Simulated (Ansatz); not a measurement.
# YTl: reading a single point

```xyz
2
Lattice="3.7790 0.0000 0.0000 0.0000 3.7790 0.0000 0.0000 0.0000 3.7790" Properties=species:S:1:pos:R:3 pbc="T T T"
Y     1.8895    1.8895    1.8895
Tl    0.0000    0.0000    0.0000
```

The numbers come from plane-wave PAW DFT (Ansatz): r2SCAN, no spin polarisation, 500 eV, 9×9×9 Γ-centred k points, fermi-dirac occupations (width 0.0644 eV). Nothing was relaxed.

Which element gives electrons and which takes them?

Bader charges in e: Y +1.47, Tl -1.47. In the mean Y gives up most and Tl takes most.

Is the cell too large or too small?

The pressure is 0.2 GPa (compression positive), so with the atoms held at these fractions the cell is close to zero pressure.

What do density and ELF say about some of the short contacts?

Y–Tl at 3.27 Å: least valence density 0.13 e/Å³ and ELF 0.11 there. Y–Y at 3.78 Å: least valence density 0.08 e/Å³ and ELF 0.21 there. Tl–Tl at 3.78 Å: least valence density 0.12 e/Å³ and ELF 0.35 there. These are pseudo-fields; inside the PAW spheres they differ from the all-electron ones.

Metal or insulator?

It is a metal, with about 1.1 states/eV a cell as the mean within 0.25 eV of the Fermi level, mostly Y d (73 %) and Tl p (19 %).

Origin: a database entry at a rescaled volume.
